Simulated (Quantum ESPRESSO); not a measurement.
```cif
data_F6O6Y6
_chemical_formula_sum 'O6 F6 Y6'
_space_group_name_H-M_alt 'R-3m :H'
_space_group_IT_number 166
_space_group_name_Hall '-R 3 2"'
_cell_length_a 3.79571
_cell_length_b 3.79571
_cell_length_c 18.88989
_cell_angle_alpha 90.000
_cell_angle_beta 90.000
_cell_angle_gamma 120.000
loop_
_atom_site_label
_atom_site_type_symbol
_atom_site_symmetry_multiplicity
_atom_site_Wyckoff_symbol
_atom_site_fract_x
_atom_site_fract_y
_atom_site_fract_z
_atom_site_occupancy
O1 O 6 c 0.00000 0.00000 0.37883 1
F1 F 6 c 0.00000 0.00000 0.13052 1
Y1 Y 6 c 0.00000 0.00000 0.25843 1
```
(The calculation used a cell of 6 atoms; values per cell refer to that cell.)

The geometry is that of Materials Project entry mp-3637, symmetrised and not relaxed again.

Task: What does PBEsol (Quantum ESPRESSO, PseudoDojo norm-conserving, 84 Ry, without SOC) give for the electronic structure near the Fermi level?

Result: The PBEsol gap is direct, 4.94 eV at X. Another valence and conduction extremum on the path lies within 0.02 eV, too close to call.
